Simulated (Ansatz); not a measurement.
Relaxed FePt (CuAu type, space group P4/mmm):

```xyz
4
Lattice="5.4601 0.0000 0.0000 0.0000 2.7301 0.0000 0.0000 0.0000 3.7639" Properties=species:S:1:pos:R:3 pbc="T T T"
Fe     1.3650     1.3650     1.8819
Fe     4.0951     1.3650     1.8819
Pt     0.0000     0.0000     0.0000
Pt     2.7301     0.0000     0.0000
```

In this cell atom 3 (Pt, nearest neighbour Fe at 2.696 Å; its periodic images, 2.7 Å or more away, move with it) is moved by s along Cartesian [111], unit vector (0.577, 0.577, 0.577); all other atoms and the cell stay fixed.

The numbers are results of PBE (plane waves to 420 eV, PAW, scalar-relativistic; Ansatz, a quantum-chemistry and plane-wave program), not measurements. k mesh 7×14×10 (Γ-centred), Fermi-Dirac smearing 0.05 eV. Energies are smeared free energies. With partly filled bands, energies and forces of such displacements shift with the k mesh and the smearing. FePt was relaxed with its symmetry unable to fall. Relaxed FePt ends ferromagnetic. Spin-orbit coupling is left out, though Pt is heavy. The magnetic order is the one the run started from; other orders were not tried. The zero of ΔE is the undisplaced structure. The last digit holds for this mesh only.

```csv
s (Å),ΔE (meV/cell)
-0.540,1606.3
-0.432,943.9
-0.324,withheld
-0.216,206.9
-0.108,49.8
0.000,0.0
0.108,49.8
0.216,206.9
0.324,withheld
0.432,943.9
0.540,1606.3
```

Problem. Fit an even polynomial form (powers 2, 4, 6) to the given rows and predict ΔE at s = -0.324.

Solution. Least squares on the 9 given rows: ΔE = (4221)·s² + (4609)·s⁴ + (-657.7)·s⁶, in meV/cell with s in Å; root-mean-square residual 0.08 meV/cell. At -0.324 the fit gives 493.1 meV/cell; the calculation gives 493.3 meV/cell, so the interpolation is off by -0.2 (-0.0 %). The quadratic term alone would give 443.1 meV/cell.

(A displaced cell: forces are minus the slopes of the energy, force constants its curvatures, and phonons follow from these.)
